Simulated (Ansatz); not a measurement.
BC5:
```cif
data_C5B
_chemical_formula_sum 'B1 C5'
_space_group_name_H-M_alt 'P3m1'
_space_group_IT_number 156
_space_group_name_Hall 'P 3 -2"'
_cell_length_a 2.53759
_cell_length_b 2.53759
_cell_length_c 6.36359
_cell_angle_alpha 90.000
_cell_angle_beta 90.000
_cell_angle_gamma 120.000
loop_
_atom_site_label
_atom_site_type_symbol
_atom_site_symmetry_multiplicity
_atom_site_Wyckoff_symbol
_atom_site_fract_x
_atom_site_fract_y
_atom_site_fract_z
_atom_site_occupancy
B1 B 1 a 0.00000 0.00000 0.00360 1
C1 C 1 b 0.33333 0.66667 0.11119 1
C2 C 1 b 0.33333 0.66667 0.34639 1
C3 C 1 c 0.66667 0.33333 0.42881 1
C4 C 1 c 0.66667 0.33333 0.67191 1
C5 C 1 a 0.00000 0.00000 0.75038 1
```

Relaxed with PBEsol.

Q: Which orbitals make up the states near the Fermi level in plane-wave PAW PBEsol (Ansatz code)?

A: Within 0.5 eV of the Fermi level: C 2p 74 %, B 2p 23 %. Projections are on Löwdin-orthogonalised atomic valence shells; empty p or d shells of many metals are not among them.

Q: Tabulate the density of states.

A: States/eV per cell of 6 atoms, in 0.25 eV bins, energy from the Fermi level.

```tsv
E (eV)	total	C 2p	B 2p	C 2s
-7.85	1.06	0.79	0.06	0.15
-7.60	1.24	0.96	0.08	0.14
-7.35	1.52	1.18	0.11	0.17
-7.10	1.67	1.29	0.12	0.19
-6.85	1.49	1.15	0.11	0.17
-6.60	1.66	1.28	0.13	0.19
-6.35	1.59	1.24	0.12	0.18
-6.10	1.68	1.33	0.13	0.17
-5.85	1.72	1.38	0.13	0.16
-5.60	1.91	1.53	0.15	0.16
-5.35	2.15	1.76	0.17	0.15
-5.10	2.19	1.85	0.14	0.13
-4.85	1.99	1.68	0.13	0.12
-4.60	2.06	1.72	0.17	0.12
-4.35	2.25	1.86	0.22	0.11
-4.10	2.26	1.87	0.22	0.10
-3.85	2.00	1.67	0.18	0.09
-3.60	2.10	1.76	0.20	0.09
-3.35	2.25	1.90	0.23	0.08
-3.10	1.85	1.55	0.20	0.07
-2.85	1.59	1.29	0.20	0.06
-2.60	1.70	1.34	0.25	0.07
-2.35	1.77	1.39	0.28	0.06
-2.10	1.83	1.44	0.29	0.06
-1.85	1.89	1.48	0.31	0.06
-1.60	1.75	1.35	0.32	0.06
-1.35	1.53	1.18	0.28	0.05
-1.10	1.34	1.03	0.25	0.04
-0.85	1.30	1.00	0.25	0.03
-0.60	1.38	1.05	0.28	0.03
-0.35	1.19	0.89	0.26	0.02
-0.10	0.83	0.61	0.20	0.02
0.15	0.70	0.51	0.16	0.01
0.40	0.60	0.44	0.14	0.01
0.65	0.51	0.38	0.12	0.01
0.90	0.43	0.31	0.10	0.01
1.15	0.37	0.27	0.09	0.01
1.40	0.33	0.24	0.08	0.00
1.65	0.30	0.23	0.07	0.00
1.90	0.28	0.21	0.06	0.00
2.15	0.26	0.20	0.06	0.00
2.40	0.13	0.10	0.03	0.00
2.65	0.01	0.00	0.00	0.00
2.90	0.00	0.00	0.00	0.00
3.15	0.00	0.00	0.00	0.00
3.40	0.00	0.00	0.00	0.00
3.65	0.00	0.00	0.00	0.00
3.90	0.00	0.00	0.00	0.00
4.15	0.00	0.00	0.00	0.00
4.40	0.00	0.00	0.00	0.00
4.65	0.00	0.00	0.00	0.00
```

The start of the workflow was typed in or built on a structure type; the Crystallography Open Database copy checked does not list it. Whether it is the stable phase at ambient conditions was not checked. Symmetry was held in the PBEsol relaxation; whether a distortion lowers the energy is not shown. Its formation energy is positive at this level, so the cell may be metastable or incomplete.

Potentials: the later of the program's two PAW sets.
